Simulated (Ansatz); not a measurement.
How much do the gradients of CdSe depend on the method?

Cell: a COD entry (the entry's cell lengths or inner coordinates differ somewhat from later room-temperature determinations), taken as it stands.

```
CELL_PARAMETERS angstrom
4.30000 0.00000 0.00000
-2.15000 3.72391 0.00000
0.00000 0.00000 7.02000
ATOMIC_POSITIONS crystal
Cd 0.33333 0.66667 0.00000
Cd 0.66667 0.33333 0.50000
Se 0.33333 0.66667 0.38500
Se 0.66667 0.33333 0.88500
```

Sites (sets of like atoms) are named by element and the number of their first atom in this list.

First run. Level of theory: DFT, PBE, plane waves and PAW, scalar-relativistic, 420 eV cutoff, Γ-centred 9×9×5 k-points, Fermi–Dirac smearing 0.01 eV (Ansatz 0.2.0).

```
site  atom  V_zz (10²¹ V/m²)     η
  Cd     1              3.00  0.00
  Se     3             -1.62  0.00
```

Second run. The same atoms and settings, except that the functional is r2SCAN and the cutoff is 500 eV.

Problem. Given the first result, estimate the second.

Solution. 

| site | atom | V_zz | η | change of V_zz |
| --- | --- | --- | --- | --- |
| Cd | 1 | 3.29 | 0.00 | +0.29 |
| Se | 3 | -1.52 | 0.00 | +0.10 |

The largest change of V_zz is on Cd, from 3.00 to 3.29. In per cent, |V_zz| changes by +10 on Cd, -6 on Se (all sites that start above 0.5).

The largest force is 0.3 eV/Å, so the atoms aren't at the calculated equilibrium and relaxing them would move these values. Without spin–orbit coupling (the program notes it for Cd) the gradients can shift somewhat, as the gap is small.
